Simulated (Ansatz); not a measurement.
Input and output for hcp Gd (0001), 3 layers: DFT, PBE, all-electron LAPW, scalar-relativistic (Ansatz 0.2.0).

The slab is cut from a bulk crystal relaxed on PAW files (its atoms may have been relaxed since), whose type needn't be the stable one.

Command: `ansatz run input.yaml --threads 2 --pin off --max-ram 6144MiB --backend cpu --events-out ev --progress --plain --runs-dir out` It took 62 s on 2 threads of Intel(R) Xeon(R) 6975P-C (Granite Rapids), on a shared host, peak memory 0.72 GiB.

```yaml
crystal:
  lattice:
    - [3.6473765381, 0.0, 0.0]
    - [-1.823688269, 3.1587207391, 0.0]
    - [0.0, 0.0, 21.8375]
  atoms:
    - { symbol: Gd, position: [0.0, 0.0, 0.3663419019], spin: 7.0 }
    - { symbol: Gd, position: [0.333333334, 0.666666666, 0.5], spin: 7.0 }
    - { symbol: Gd, position: [0.0, 0.0, 0.6336580981], spin: 7.0 }
magnetization:
  spin_polarized: true
kpoints:
  mp_grid: { grid: [12, 12, 1] }
scf:
  occupations: { method: fermi_dirac, width: 0.05 }
hamiltonian:
  xc: pbe
  pseudopotentials: { kind: all_electron, lapw: { basis_error: 0.001 } }
output:
  forces: true
  stress: true
  eigenvalues: true
  populations: true
  dos: { projected: true, de: 0.2, e_range: [-14, 8] }
efield:
  axis: 3
  amplitude: 0
  dipole_correction: true
```

Output:

```
Gd: projections on atomic orbitals take those of the free atom 1s2 2s2 2p6 3s2 3p6 3d10 4s2 4p6 4d10 4f7 5s2 5p6 5d1 6s2, of charge +0.00 (hamiltonian.pseudopotentials.projection_atoms)
LAPW: plane waves up to 6.302 Å⁻¹, error target 1.0e-3 eV per atom; small_component_spin mean_spin; Gd in spheres of 1.800 Å, 28 of its electrons in bands, Dirac shells [] (how accurate: hamiltonian.pseudopotentials.lapw.basis_error, Limitations)
Engine: ansatz 0.2.0
Pseudopotentials: kind: all_electron
Pseudopotential: Gd, LAPW, valence charge 28, lapw/all_electron/scalar/gaussian/Gd, Koelling and Harmon's equation, gaussian nucleus
Functional definition: PBE
  parameter kappa = 0.804
  parameter beta = 0.06672455060314922
  exchange = pbe_x(kappa = kappa, mu = beta*pi^2/3)
  correlation = pbe_c(beta = beta)
Crystal: 3 atoms, lattice volume = 251.591 Å³
Basis set: ecut = 151.31649736431902 eV, 1099 PW (Γ), exchange–correlation at level 2
Bands: 63, of which v1, the nominal top of the filled ones, is band 42 counted from 1 (41 counted from 0)
Symmetry: 6 space group operations
k-points: 19 of 144 (time reversal used)
Non-local potential: Gd, projectors of the file, none
Initial density: superposition of atomic densities (neutral atoms: chi_scale 0, normalization atom)
Starting moments: Σ|m| = 21 μB on 3 of 3 sites
Initial wavefunctions: plane waves of lowest kinetic energy (no species holds an atomic orbital)
Functional: x = pbe(κ = 0.804, μ = 0.2195149727645171), c = pbe(β = 0.06672455060314922)
iter 1 solved again at ethr=2.41e-2 eV; its pass at ethr=1.00e-1 eV (dr2=2.03e1 eV) is discarded
SCF iter   1: F=—  HF=-920079.794018 eV  |F-HF|=—  |Δ(HF+E_count)|=         —  Δρ=9.88e-3 (↑9.88e-3 ↓9.29e-3)  dr2=2.03e1  dr2_m=9.00e-3  M=21.572 μB ∫|m|=21.573 μB  β_m=1.00  ethr=2.41e-2  p=0.000 e·Å  D=4.39e-14 V/Å  ΔV_dip=-0.00 eV  dr2_dipole=6.39e-11  V_vac-E_F(+/−)=6.21/6.21 eV  ⟨swp⟩=2.0  Hψ=14438  notcnv=0
Mixer restart at iter 1: flushing history
efield: sawtooth ramp at fractional position 0.9500 (placed from the atoms, in the widest stretch of the axis that holds none; the zero of the levels goes with the place), width 0.1000; the density the first Hamiltonian is built on has a dipole p = 0.000 e·Å; the dipole correction subtracts the counter field D = 1.67e-13 V/Å, which shifts the + side's vacuum level by -0.00 eV against the − side's; the planar-averaged density in the ramp window peaks in size at 7.3e-6 e/Å³
preconditioner: auto → LDOS  [metal: Δε(μ)=0.034 eV  Ē_g=12.039 eV  σ=0.050 eV  W_gap=0.17  n_scr=56 (ndim 8)  ℏωp=16.2 eV  f_vac=0.537  D(μ)=4.82/eV (n_scr^D=12)]
spin=Collinear: LDOS preconditioning applied to the charge; magnetization (m = ρ↑ − ρ↓) channel mixes plain (no charge-response kernel on spin).
SCF iter   2: F=—  HF=-920078.219967 eV  |F-HF|=—  |Δ(HF+E_count)|=    1.57e0  Δρ=5.12e-3 (↑5.12e-3 ↓4.15e-3)  dr2=3.02e0  dr2_m=9.18e-3  M=22.182 μB ∫|m|=22.182 μB  β_m=0.37  ethr=2.41e-2  p=0.000 e·Å  D=6.24e-7 V/Å  ΔV_dip=-0.00 eV  dr2_dipole=3.34e-10  V_vac-E_F(+/−)=4.41/4.41 eV  ⟨swp⟩=2.0  Hψ=6921  notcnv=0
density mixer auto → msr1: a metal under ldos (density of states about μ 2.05 of a free-electron gas's, 56 screened modes)
iter 3 solved again at ethr=5.46e-5 eV; its pass at ethr=3.59e-3 eV (dr2=4.59e-2 eV) is discarded
SCF iter   3: F=—  HF=-920078.181053 eV  |F-HF|=—  |Δ(HF+E_count)|=   3.89e-2  Δρ=2.72e-3 (↑2.72e-3 ↓2.61e-3)  dr2=4.57e-2  dr2_m=9.33e-3  M=22.691 μB ∫|m|=22.691 μB  β_m=0.46  ethr=5.46e-5  p=0.000 e·Å  D=1.04e-6 V/Å  ΔV_dip=-0.00 eV  dr2_dipole=1.15e-9  V_vac-E_F(+/−)=3.44/3.44 eV  ⟨swp⟩=2.0  Hψ=12180  notcnv=0
SCF iter   4: F=—  HF=-920078.396671 eV  |F-HF|=—  |Δ(HF+E_count)|=         —  Δρ=1.79e-3 (↑1.75e-3 ↓1.79e-3)  dr2=3.51e-2  dr2_m=5.59e-3  M=22.907 μB ∫|m|=22.907 μB  β_m=0.73  ethr=5.44e-5  p=0.000 e·Å  D=3.75e-7 V/Å  ΔV_dip=-0.00 eV  dr2_dipole=1.65e-10  V_vac-E_F(+/−)=3.46/3.46 eV  ⟨swp⟩=2.8  Hψ=7569  notcnv=0
the basis was enlarged: its passes take 2.0 MiB over the memory plan, 2 of 2 planned eigensolver slots
SCF iter   5: F=—  HF=-920078.571343 eV  |F-HF|=—  |Δ(HF+E_count)|=   1.75e-1  Δρ=9.85e-4 (↑9.85e-4 ↓8.09e-4)  dr2=4.56e-2  dr2_m=1.09e-3  M=23.301 μB ∫|m|=23.302 μB  β_m=0.68  ethr=4.18e-5  p=-0.000 e·Å  D=-1.15e-7 V/Å  ΔV_dip=0.00 eV  dr2_dipole=5.10e-10  V_vac-E_F(+/−)=3.35/3.35 eV  ⟨swp⟩=3.0  Hψ=7680  notcnv=0
SCF iter   6: F=—  HF=-920078.593254 eV  |F-HF|=—  |Δ(HF+E_count)|=   2.19e-2  Δρ=5.68e-4 (↑5.35e-4 ↓5.68e-4)  dr2=2.37e-3  dr2_m=3.00e-4  M=23.406 μB ∫|m|=23.409 μB  β_m=0.75  ethr=4.18e-5  p=-0.000 e·Å  D=-5.84e-7 V/Å  ΔV_dip=0.00 eV  dr2_dipole=1.38e-10  V_vac-E_F(+/−)=3.47/3.47 eV  ⟨swp⟩=3.0  Hψ=7286  notcnv=0
SCF iter   7: F=—  HF=-920078.602225 eV  |F-HF|=—  |Δ(HF+E_count)|=   8.97e-3  Δρ=2.99e-4 (↑2.99e-4 ↓2.84e-4)  dr2=2.25e-3  dr2_m=5.54e-5  M=23.469 μB ∫|m|=23.473 μB  β_m=0.65  ethr=2.82e-6  p=-0.000 e·Å  D=-1.63e-7 V/Å  ΔV_dip=0.00 eV  dr2_dipole=1.72e-11  V_vac-E_F(+/−)=3.48/3.48 eV  ⟨swp⟩=3.0  Hψ=7655  notcnv=0
SCF iter   8: F=—  HF=-920078.603060 eV  |F-HF|=—  |Δ(HF+E_count)|=   8.35e-4  Δρ=1.60e-4 (↑1.58e-4 ↓1.60e-4)  dr2=4.04e-4  dr2_m=2.00e-5  M=23.499 μB ∫|m|=23.503 μB  β_m=0.75  ethr=2.68e-6  p=0.000 e·Å  D=2.30e-7 V/Å  ΔV_dip=-0.00 eV  dr2_dipole=1.47e-15  V_vac-E_F(+/−)=3.48/3.48 eV  ⟨swp⟩=2.9  Hψ=7277  notcnv=0
SCF iter   9: F=—  HF=-920078.604003 eV  |F-HF|=—  |Δ(HF+E_count)|=   9.43e-4  Δρ=1.21e-4 (↑1.21e-4 ↓9.90e-5)  dr2=6.06e-4  dr2_m=7.46e-6  M=23.513 μB ∫|m|=23.518 μB  β_m=0.77  ethr=4.81e-7  p=0.000 e·Å  D=3.88e-7 V/Å  ΔV_dip=-0.00 eV  dr2_dipole=1.60e-11  V_vac-E_F(+/−)=3.46/3.46 eV  ⟨swp⟩=3.0  Hψ=7481  notcnv=0
SCF iter  10: F=—  HF=-920078.604372 eV  |F-HF|=—  |Δ(HF+E_count)|=   3.69e-4  Δρ=5.88e-5 (↑3.84e-5 ↓5.88e-5)  dr2=1.44e-4  dr2_m=2.19e-6  M=23.515 μB ∫|m|=23.520 μB  β_m=0.69  ethr=4.81e-7  p=0.000 e·Å  D=4.04e-7 V/Å  ΔV_dip=-0.00 eV  dr2_dipole=3.51e-10  V_vac-E_F(+/−)=3.45/3.45 eV  ⟨swp⟩=2.9  Hψ=7342  notcnv=0
SCF iter  11: F=—  HF=-920078.604451 eV  |F-HF|=—  |Δ(HF+E_count)|=   7.89e-5  Δρ=5.88e-5 (↑4.81e-5 ↓5.88e-5)  dr2=2.51e-4  dr2_m=1.24e-6  M=23.521 μB ∫|m|=23.526 μB  β_m=0.72  ethr=1.71e-7  p=0.000 e·Å  D=2.58e-7 V/Å  ΔV_dip=-0.00 eV  dr2_dipole=2.19e-10  V_vac-E_F(+/−)=3.44/3.44 eV  ⟨swp⟩=3.0  Hψ=7398  notcnv=0
[... lines left out ...]
Internal energy: -920078.520594 eV  (E = F + TS)
E sigma→0 (E₀):  -920078.562582 eV
Entropy (-TS):   -0.083976 eV (-27.992 meV/atom)
Fermi energy:    3.730110 eV
Dipole field:    D = 0.000000 V/Å  (p = 0.000000 e·Å, saw-weighted, corrected)
Work function:   Φ+ = 3.4277 eV   Φ− = 3.4278 eV
Levels:          The Fermi level and band energies are counted from a zero that moves with the ramp; work functions are not
--- Per-component energies (eV) ---
  E_band       = -4671.502945
  E_kinetic    = 1000115.151722
  E_xc         = -20413.125780
  E_efield     = 0.000000  (sawtooth field / dipole correction)
  E_electrostatic = -1899780.546536  (all electrons and nuclei)
  E_smearing   = -0.083976  (= −TS)
  E_closure    = 0.000000  (closes the sum)
  E_atoms      = -920037.536440  (free atoms, spherical and without spin; not in F)
  Σ components = -920078.604570   (vs F -920078.604570, Δ=0.00e0)
  Basis errors (estimates in eV, not in F): energy 3.3e-4 per atom: plane waves 2.6e-4 (1.5e-4 summed), levels above the bands 1.6e-28, relativity 2.5e-7, radial functions 6.9e-5, core shells 2.6e-7; eigenvalues (radial functions only) 8.8e-7; not estimated: angular momenta, meshes, grids; target (lapw.basis_error) 1.0e-3; muffin-tin radii Gd 1.800 Å
--- Forces (eV/Å), atoms counted from 1 ---
  atom   1  Gd     0.00000000     0.00000000     0.14586115
  atom   2  Gd    -0.00000000    -0.00000000    -0.00002976
  atom   3  Gd     0.00000000     0.00000000    -0.14578540
  max |Σ_I F_I| component: 4.60e-5 eV/Å
--- Stress (GPa, compression-positive) ---
       -0.445633      -0.000000      -0.000000
       -0.000000      -0.445633      -0.000000
       -0.000000      -0.000000      -0.541140
  P = ⅓ Tr σ = -0.4775 GPa (-4.775 kbar)
--- Band table (eV; the first three rows and the last of 38) ---
  k-point 0 ↑: bands = ["-139.9417", "-139.9417", "-139.9417", "-139.9417", "-139.9416", "-139.9416", "-139.9115", "-139.9115", "-139.9115", "-139.9115", "-139.8698", "-139.8698", "-139.8666", "-139.8649", "-139.8649", "-41.7745", "-41.7726", "-41.5262", "-19.4420", "-19.3216", "-18.9443", "-18.9443", "-18.9395", "-18.9395", "-18.8487", "-18.6937", "-18.6937", "-1.1906", "-1.1901", "-1.1653", "-1.1572", "-1.1489", "-1.1489", "-1.1430", "-1.1430", "-1.1310", "-1.1310", "-1.1232", "-1.1232", "-1.0851", "-1.0387", "-1.0386", "-1.0371", "-1.0159", "-1.0159", "-0.9892", "-0.9892", "-0.9604", "-0.9490", "-0.0094", "0.9221", "3.5774", "3.6932", "4.2376", "4.6912", "4.9271", "4.9271", "4.9380", "4.9380", "5.2826", "5.2826", "6.5616", "6.5616"]
  k-point 1 ↑: bands = ["-139.9417", "-139.9417", "-139.9417", "-139.9417", "-139.9416", "-139.9416", "-139.9115", "-139.9115", "-139.9115", "-139.9115", "-139.8698", "-139.8698", "-139.8666", "-139.8649", "-139.8649", "-41.7721", "-41.7703", "-41.5240", "-19.4323", "-19.3193", "-18.9804", "-18.9770", "-18.9524", "-18.9471", "-18.8414", "-18.7245", "-18.7007", "-1.1872", "-1.1858", "-1.1581", "-1.1538", "-1.1508", "-1.1471", "-1.1449", "-1.1418", "-1.1344", "-1.1298", "-1.1277", "-1.1232", "-1.0754", "-1.0466", "-1.0464", "-1.0344", "-1.0172", "-1.0138", "-0.9946", "-0.9897", "-0.9562", "-0.8094", "0.1487", "1.0852", "3.5533", "3.7407", "4.0833", "4.5818", "4.7924", "4.8540", "5.0544", "5.0867", "5.2147", "5.4205", "6.3625", "6.4574"]
  k-point 2 ↑: bands = ["-139.9417", "-139.9417", "-139.9417", "-139.9417", "-139.9416", "-139.9416", "-139.9115", "-139.9115", "-139.9115", "-139.9115", "-139.8698", "-139.8698", "-139.8666", "-139.8649", "-139.8649", "-41.7654", "-41.7639", "-41.5179", "-19.4055", "-19.3144", "-19.0767", "-19.0653", "-18.9746", "-18.9677", "-18.8357", "-18.8060", "-18.7198", "-1.1787", "-1.1767", "-1.1572", "-1.1549", "-1.1435", "-1.1420", "-1.1414", "-1.1405", "-1.1367", "-1.1352", "-1.1249", "-1.1224", "-1.0662", "-1.0655", "-1.0584", "-1.0300", "-1.0176", "-1.0080", "-1.0064", "-0.9935", "-0.9728", "-0.3695", "0.5814", "1.5229", "3.4278", "3.6858", "3.8595", "4.1998", "4.5063", "4.8174", "5.1510", "5.3574", "5.4979", "5.8137", "6.0507", "6.2952"]
  k-point 18 ↓: bands = ["-134.0681", "-134.0681", "-134.0596", "-134.0596", "-134.0596", "-134.0596", "-134.0409", "-134.0409", "-134.0409", "-134.0409", "-133.9425", "-133.9417", "-133.9417", "-133.9388", "-133.9388", "-38.5083", "-38.5082", "-38.2762", "-16.9334", "-16.9060", "-16.8894", "-16.8715", "-16.8710", "-16.7657", "-16.6320", "-16.5354", "-16.4165", "3.3306", "3.6470", "3.6552", "3.8960", "3.9956", "4.0031", "4.0171", "4.0231", "4.0245", "4.0371", "4.0389", "4.0447", "4.1337", "4.1345", "4.1411", "4.1641", "4.1763", "4.1797", "4.2218", "4.2344", "4.2407", "4.2889", "4.3153", "4.4073", "4.5549", "4.7963", "5.0924", "5.1768", "5.2515", "5.2521", "5.5232", "6.9381", "7.8537", "8.1017", "8.2650", "9.5830"]
--- Löwdin populations: 3 sites ---
  site symbol       q [e]    m [muB]
     0     Gd     63.9310     7.8891
     1     Gd     63.9821     7.6445
     2     Gd     63.9310     7.8891
  spilling = 0.000812 (of n_electrons = 192.000000)
```

populations.tsv:

```
# site	symbol	l	j	q_up	q_dn
# orbitals = lowdin
# n_electrons = 192.000000
# spilling = 0.000812
# projection_atom_Gd: 1s2 2s2 2p6 3s2 3p6 3d10 4s2 4p6 4d10 4f7 5s2 5p6 5d1 6s2
0	Gd	0_1S	-	1.000000	1.000000
0	Gd	0_2S	-	0.999993	0.999992
0	Gd	0_3S	-	0.999905	0.999898
0	Gd	0_4S	-	0.998989	0.998926
0	Gd	0_5S	-	0.983182	0.984315
0	Gd	0_6S	-	0.504985	0.395589
0	Gd	1_2P	-	3.000000	3.000000
0	Gd	1_3P	-	2.999998	2.999998
0	Gd	1_4P	-	2.999924	2.999887
0	Gd	1_5P	-	2.987428	2.972395
0	Gd	2_3D	-	4.999999	4.999998
0	Gd	2_4D	-	4.999976	4.999946
0	Gd	2_5D	-	1.440984	0.537045
0	Gd	3_4F	-	6.994695	0.132970
1	Gd	0_1S	-	1.000000	1.000000
1	Gd	0_2S	-	0.999991	0.999990
1	Gd	0_3S	-	0.999878	0.999868
1	Gd	0_4S	-	0.998697	0.998616
1	Gd	0_5S	-	0.978255	0.979856
1	Gd	0_6S	-	0.425364	0.390184
1	Gd	1_2P	-	3.000000	3.000000
1	Gd	1_3P	-	2.999998	2.999997
1	Gd	1_4P	-	2.999928	2.999852
1	Gd	1_5P	-	2.988634	2.965575
1	Gd	2_3D	-	4.999998	4.999998
1	Gd	2_4D	-	4.999968	4.999950
1	Gd	2_5D	-	1.429403	0.746621
1	Gd	3_4F	-	6.993216	0.088297
2	Gd	0_1S	-	1.000000	1.000000
2	Gd	0_2S	-	0.999993	0.999992
2	Gd	0_3S	-	0.999905	0.999898
2	Gd	0_4S	-	0.998989	0.998926
2	Gd	0_5S	-	0.983182	0.984315
2	Gd	0_6S	-	0.504985	0.395589
2	Gd	1_2P	-	3.000000	3.000000
2	Gd	1_3P	-	2.999998	2.999998
2	Gd	1_4P	-	2.999924	2.999887
2	Gd	1_5P	-	2.987428	2.972395
2	Gd	2_3D	-	4.999999	4.999998
2	Gd	2_4D	-	4.999976	4.999946
2	Gd	2_5D	-	1.440981	0.537043
2	Gd	3_4F	-	6.994695	0.132961
```

Next run (atoms relaxed), as changes to the input before:

```diff
-    - [-1.823688269, 3.1587207391, 0.0]
+    - [-1.823688269, 3.1587207392, 0.0]
   atoms:
-    - { symbol: Gd, position: [0.0, 0.0, 0.3663419019], spin: 7.0 }
-    - { symbol: Gd, position: [0.333333334, 0.666666666, 0.5], spin: 7.0 }
-    - { symbol: Gd, position: [0.0, 0.0, 0.6336580981], spin: 7.0 }
+    - { symbol: Gd, position: [0.0, 0.0, 0.3704381598], spin: 7.0 }
+    - { symbol: Gd, position: [0.3333333333, 0.6666666667, 0.500000001], spin: 7.0 }
+    - { symbol: Gd, position: [0.0, 0.0, 0.6295618392], spin: 7.0 }
 magnetization:
   eigenvalues: true
-  populations: true
-  dos: { projected: true, de: 0.2, e_range: [-14, 8] }
+relax:
+  f_tol: 0.01
+  max_steps: 12
 efield:
```

Results part of the output:

```
SCF converged after 7 iterations
Magnetization: 23.4666 μB (53.7333 up, 30.2667 down)
Absolute magnetization: 23.4722 μB (∫|ρ↑−ρ↓|)
Spin contamination: 0.0334 ħ² per cell (⟨S²⟩ above its minimum at these occupations)
Per-site moments (μB) at R_I (Å): [(7.4900065018748485, 1.7105742751164321), (7.455026123511434, 1.7105742751164321), (7.490011491111694, 1.7105742751164321)]
Free energy (F): -920078.617829 eV
Harris-Foulkes:  -920078.617829 eV  (|F-HF|=2.47e-8)
Internal energy: -920078.538567 eV  (E = F + TS)
E sigma→0 (E₀):  -920078.578198 eV
Entropy (-TS):   -0.079262 eV (-26.421 meV/atom)
Fermi energy:    3.722939 eV
[... lines left out ...]
--- Band table (eV; the first three rows and the last of 38) ---
  k-point 0 ↑: bands = ["-139.9311", "-139.9311", "-139.9311", "-139.9311", "-139.9270", "-139.9270", "-139.9062", "-139.9062", "-139.9061", "-139.9061", "-139.8357", "-139.8357", "-139.8331", "-139.8222", "-139.8222", "-41.7578", "-41.7550", "-41.4680", "-19.4613", "-19.3132", "-18.9309", "-18.9309", "-18.9242", "-18.9242", "-18.7812", "-18.6336", "-18.6336", "-1.1798", "-1.1780", "-1.1574", "-1.1461", "-1.1394", "-1.1394", "-1.1332", "-1.1332", "-1.1202", "-1.1202", "-1.1119", "-1.1119", "-1.0484", "-1.0303", "-1.0303", "-1.0001", "-0.9762", "-0.9762", "-0.9711", "-0.9498", "-0.9498", "-0.9001", "0.0116", "0.9493", "3.5490", "3.6720", "4.4547", "4.8573", "4.8573", "4.8867", "4.8867", "4.9084", "5.2783", "5.2783", "6.5128", "6.5128"]
  k-point 1 ↑: bands = ["-139.9311", "-139.9311", "-139.9311", "-139.9311", "-139.9270", "-139.9270", "-139.9062", "-139.9062", "-139.9061", "-139.9061", "-139.8357", "-139.8357", "-139.8331", "-139.8222", "-139.8222", "-41.7553", "-41.7527", "-41.4658", "-19.4507", "-19.3117", "-18.9652", "-18.9637", "-18.9393", "-18.9318", "-18.7747", "-18.6638", "-18.6404", "-1.1759", "-1.1737", "-1.1494", "-1.1434", "-1.1412", "-1.1375", "-1.1349", "-1.1320", "-1.1236", "-1.1189", "-1.1166", "-1.1120", "-1.0382", "-1.0380", "-1.0291", "-0.9974", "-0.9774", "-0.9740", "-0.9554", "-0.9504", "-0.9074", "-0.8290", "0.1694", "1.1109", "3.5188", "3.7177", "4.2490", "4.6232", "4.7640", "4.9122", "4.9772", "5.0332", "5.2784", "5.4140", "6.3223", "6.4138"]
  k-point 2 ↑: bands = ["-139.9311", "-139.9311", "-139.9311", "-139.9311", "-139.9270", "-139.9270", "-139.9062", "-139.9062", "-139.9061", "-139.9061", "-139.8357", "-139.8357", "-139.8331", "-139.8222", "-139.8222", "-41.7485", "-41.7463", "-41.4598", "-19.4216", "-19.3094", "-19.0639", "-19.0520", "-18.9620", "-18.9525", "-18.7695", "-18.7432", "-18.6591", "-1.1661", "-1.1641", "-1.1472", "-1.1452", "-1.1335", "-1.1335", "-1.1314", "-1.1306", "-1.1263", "-1.1243", "-1.1141", "-1.1114", "-1.0578", "-1.0572", "-1.0100", "-0.9925", "-0.9783", "-0.9681", "-0.9672", "-0.9535", "-0.9248", "-0.3882", "0.6005", "1.5433", "3.3774", "3.7367", "3.8700", "4.1711", "4.5287", "4.8778", "5.2497", "5.2803", "5.4344", "5.8038", "6.0346", "6.2766"]
  k-point 18 ↓: bands = ["-134.0550", "-134.0550", "-134.0483", "-134.0483", "-134.0483", "-134.0483", "-134.0315", "-134.0315", "-134.0315", "-134.0315", "-133.9054", "-133.9032", "-133.9032", "-133.8937", "-133.8937", "-38.4900", "-38.4900", "-38.2209", "-16.9416", "-16.9017", "-16.9015", "-16.8568", "-16.8565", "-16.7573", "-16.5710", "-16.4649", "-16.3606", "3.2692", "3.6079", "3.6113", "3.9036", "4.0055", "4.0130", "4.0281", "4.0284", "4.0375", "4.0379", "4.0531", "4.0583", "4.1471", "4.1566", "4.1647", "4.1835", "4.1901", "4.1939", "4.2581", "4.2637", "4.2765", "4.2997", "4.3643", "4.4364", "4.5235", "4.8247", "5.1012", "5.1790", "5.2399", "5.2641", "5.5652", "7.0950", "7.9519", "8.1484", "8.4688", "9.6963"]
--- Relaxed structure (2 steps of the walk, 2 accepted, 0 SCFs on fresh bases) ---
  F+E_penalty+E_count = -920078.61782885 eV   max|allowed force component| = 1.744e-3 eV/Å
  atoms:
    - { symbol: Gd, position: [1.5407439555097887e-33, -1.6447748512725933e-17, 0.3704381597999999] }
    - { symbol: Gd, position: [0.3333333333333333, 0.6666666666666665, 0.5000000009999999] }
    - { symbol: Gd, position: [1.5407439555097887e-33, -1.6447748512725933e-17, 0.6295618391999999] }
```

The open f shell is treated without a Hubbard term, so these are results of the method, and the state needn't be the lowest. Spin–orbit coupling is left out, which matters for the heavy atoms. The cell is 1×1, so reconstructions are forbidden, and in slabs of four or five layers the relaxations can be far larger than at a real surface.
